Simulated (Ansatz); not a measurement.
# What DFT gives for Cs2InCl6

```xyz
9
Lattice="0.0000 5.2571 5.2571 5.2571 0.0000 5.2571 5.2571 5.2571 0.0000" Properties=species:S:1:pos:R:3 pbc="T T T"
In    0.0000    0.0000    0.0000
Cs    2.6286    2.6286    2.6286
Cs    7.8857    7.8857    7.8857
Cl    8.0834    5.2571    5.2571
Cl    5.2571    8.0834    5.2571
Cl    2.4309    5.2571    5.2571
Cl    5.2571    2.4309    5.2571
Cl    5.2571    5.2571    8.0834
Cl    5.2571    5.2571    2.4309
```

Level: r2SCAN, no spin polarisation; 500 eV; 4×4×4 Γ-centred mesh; fermi-dirac occupations (width 0.1 eV); Ansatz 0.2.0, fixed geometry. The cell carries a charge of -1 e on a uniform background.

**Contacts.** In–Cl at 2.43 Å: least valence density 0.47 e/Å³ and ELF 0.23 there. Cs–Cl at 3.72 Å: least valence density 0.05 e/Å³ and ELF 0.02 there, a closed-shell (ionic or weak) contact. These are pseudo-fields; inside the PAW spheres they differ from the all-electron ones.
**Band edges.** Within 0.7 eV of the edges, the states project mainly on Cl p (98 %) below the gap and on In s (44 %) and Cl p (30 %) above it.
**Charges.** Bader charges in e: Cs +0.87, In +1.74, Cl -0.75. In the mean In gives up most and Cl takes most.
**Electronic structure.** The gap is 4.96 eV, direct at the points sampled.

Origin: a known structure type with other elements, at an estimated volume, so it need not be a known compound. Caveats: charged cell with a uniform background.
